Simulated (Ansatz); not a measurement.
# NaI: energy along a strain

NaI, Fm-3m, a = 6.473 Å (as given, not relaxed at this level: 0.4 GPa). Ansatz: PBE, PAW, 420 eV, Γ-centred 6×6×6 mesh on 2 atoms, Gaussian smearing 0.05 eV; no spin polarisation. Cell vectors (Å): 0.000 3.236 3.236; 3.236 0.000 3.236; 3.236 3.236 0.000. The cell is strained by x per cent times the pattern (0 0 0 0 1 0) in the order xx yy zz yz xz xy (engineering shears), with fractional coordinates held. y is the free energy over the start, V0 = 33.899 Å³/atom. Symmetry makes y even in x.

```tsv
x (%)	y (meV/atom)
-2.00	?
-1.00	0.08
0.00	0.00
0.25	0.01
0.50	0.02
0.75	0.05
1.25	0.13
1.50	0.18
1.75	0.24
```

**Question.** Fit y = c2 x² + c4 x⁴ to the other rows, get the stiffness along the pattern, and predict the missing energy.

**Answer.** Least squares on the rows shown. y = 0.08575 x² − 0.002424 x⁴. The clamped-ion stiffness p·C·p = 2 × 0.8575 eV × 160.2 / 33.899 Å³ = 8.1 GPa, which is C55 in these axes (C44 of the cubic crystal) (second derivative at the start, which stands under stress). At x = -2.00 the fit asked for gives 0.30 meV/atom. The run gave 0.32 meV/atom, so the fit is 0.02 meV/atom too low, small in itself but 6 % of the span of the series.

Cost: 9 runs of about 0.85 core-minutes in all, on Arm Neoverse N1 (shared hosts).